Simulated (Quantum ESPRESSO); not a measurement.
Al3ZnON3, a curve over one atom's position

Computed values, not a measurement. The program is pw.x of Quantum ESPRESSO 7.5 (plane-wave density functional theory). The cell is made up: 8 atoms on a wurtzite lattice, with randomly drawn elements, strain and displacements, not relaxed. PseudoDojo standard norm-conserving files (v0.5 for PBE, v0.4.1 for LDA and PBEsol) set the functional; there is no spin polarisation, spin-orbit coupling or dispersion term, and the masses in the input are unused placeholders.

Seven runs move atom 5 (O, counted in the order of the input) along x and keep all else fixed.

Input of the run at +0.0193:

```
&control calculation='scf', pseudo_dir='./dojo.nc.sr.pbe.v0_5.standard.upf', outdir='./o', disk_io='low', tprnfor=.true., tstress=.true. /
&system ibrav=0, nat=8, ntyp=4, nbnd=31, ecutwfc=84.00895049, nosym=.true., tot_charge=0,
 occupations='smearing', smearing='fd', degauss=0.0018374661
/
&electrons conv_thr=7.350e-09, electron_maxstep=60, /
ATOMIC_SPECIES
Al 1.0 Al.upf
N 1.0 N.upf
O 1.0 O.upf
Zn 1.0 Zn.upf
CELL_PARAMETERS angstrom
3.2069 0.0342 0.0226
0.0593 5.4969 -0.022
0.0369 -0.0207 5.1481
ATOMIC_POSITIONS angstrom
Al -0.013 -0.0292 -0.0264
Al 1.6735 2.6988 -0.0416
Zn 1.6112 0.9125 2.5552
Al 0.0744 3.6401 2.5892
O -0.0104 0.0482 1.8609
N 1.6123 2.7397 1.8571
N 1.6385 0.8322 4.4429
N 0.1216 3.6178 4.5216
K_POINTS automatic
5 4 4 1 1 1
```

```
shift of atom 5 along x (Å)  free energy less that of the input shown (eV)  Fx on atom 5 (eV/Å)  Fy on atom 5 (eV/Å)  Fz on atom 5 (eV/Å)  pressure (GPa)  next band up at Gamma (eV)  iterations
                    -0.0788                                         0.1121                1.906               -3.216               -1.446           -4.32                       2.398          12
                    -0.0712                                         0.0980                1.784               -3.180               -1.414           -4.38                       2.401          12
                    -0.0402                                         0.0503                1.296               -3.054               -1.306           -4.60                       2.411          12
                    -0.0205                                         0.0278                0.994               -2.993               -1.255           -4.71                       2.417          12
                    +0.0193                                         0.0000                0.405               -2.915               -1.190           -4.86                       2.427          13
                    +0.0567                                        -0.0048               -0.145               -2.895               -1.176           -4.90                       2.434          13
                    +0.0756                                         0.0005               -0.421               -2.904               -1.186           -4.89                       2.436          13
```

A cubic fit gives dFx/dx = -14.85 eV/Å² at zero shift. Across the table the free energy follows the integral of the force to within 0.1 meV. A rerun of one of the cells at 1437 eV and a 7 x 6 x 6 mesh moved values by no more than 0.002 eV in energy, 0.04 GPa in stress and 0.003 eV/Å in force. The band column is the level of band 26 at Gamma less that of band 25, whose number is half the electron count, rounded up; it comes from a band step after each run.